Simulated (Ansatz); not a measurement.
## Which element?

Cell vectors (Å):

```
3.9875 0.0000 0.0000
0.0000 3.9875 0.0000
0.0000 0.0000 5.0798
```

| atom | a | b | c |
| --- | --- | --- | --- |
| Pb | 0.0000 | 0.5000 | 0.2332 |
| Pb | 0.5000 | 0.0000 | 0.7668 |
| X | 0.0000 | 0.0000 | 0.0000 |
| X | 0.5000 | 0.5000 | 0.0000 |

All numbers below come from PBEsol, all-electron LAPW in Ansatz 0.2.0, scalar-relativistic. k mesh 6×6×4, fixed occupations.

Harmonic phonons of a crystal by Kohn-Sham DFT at the given cell, standard atomic masses, acoustic sum rule imposed; negative wavenumbers are unstable modes.

| point | q a (r.l.u.) | q b (r.l.u.) | q c (r.l.u.) | branch | phonon wavenumber (cm⁻¹) |
| --- | --- | --- | --- | --- | --- |
| Gamma | 0 | 0 | 0 | 4 | 82 |
| Gamma | 0 | 0 | 0 | 6 | 145.9 |
| Gamma | 0 | 0 | 0 | 7 | 253.9 |
| Gamma | 0 | 0 | 0 | 9 | 340.5 |
| Gamma | 0 | 0 | 0 | 10 | 389.5 |
| Gamma | 0 | 0 | 0 | 11 | 405.3 |

Problem. All X atoms are one element. Which one was computed?

Solution. O; the crystal is PbO (P4/nmm).

Known limits: no dispersion correction, so the spacing and stiffness between layers or molecules are poor; zone-boundary modes aren't tested; no LO-TO term at the zone centre; no spin-orbit coupling on heavy atoms.
